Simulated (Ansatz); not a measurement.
A geometry of SnO away from equilibrium: step 2 of the relaxation of a relaxed SnO cell, doubled along one cell vector, shaken by Gaussian noise of σ = 0.08 Å a coordinate. Calculation: r2SCAN (plane waves to 500 eV, PAW, scalar-relativistic; Ansatz, a first-principles code). Γ-centred k-mesh 8×8×4 on the run's cell (coarser than for final values), Fermi–Dirac smearing 0.05 eV.

```yaml
crystal:
  lattice:
    - [1.66570, 0.95005, 4.21845]
    - [-1.64723, 0.94209, 4.21304]
    - [0.00470, -3.93492, 8.46541]
  atoms:
    - { symbol: Sn, position: [0.19789, 0.22328, 0.10114] }
    - { symbol: Sn, position: [0.20267, 0.22878, 0.58964] }
    - { symbol: O, position: [0.78100, 0.80295, 0.39484] }
    - { symbol: O, position: [0.78716, 0.80222, 0.89764] }
```

**Question.** Give the Cartesian forces on all atoms (eV/Å).

**Answer.** 
```json
[
 {"atom": "Sn1", "Fx": "0.07", "Fy": "0.17", "Fz": "-0.01"},
 {"atom": "Sn2", "Fx": "0.05", "Fy": "-0.50", "Fz": "0.18"},
 {"atom": "O3", "Fx": "-0.04", "Fy": "0.18", "Fz": "-0.21"},
 {"atom": "O4", "Fx": "-0.08", "Fy": "0.14", "Fz": "0.04"}
]
```

**Question.** What is the pressure?

**Answer.** -0.2 GPa, compression positive.

**Question.** How much energy per atom can still be gained by relaxing?

**Answer.** 0.01 eV/atom; the path ends in Cm (No. 8) at a tolerance of 0.01 Å, R3m (No. 160) at 0.1 Å.

No spin polarisation in the result. No dispersion correction is included, so spacings between layers, chains or molecules are soft and tend to come out too large.

The end of the path is a generated cell of SnO: the first start was made by placing the elements on the sites of a structure type, and the end was not matched to a known phase here, so it may be hypothetical. Known forms of SnO include space group No. 129.
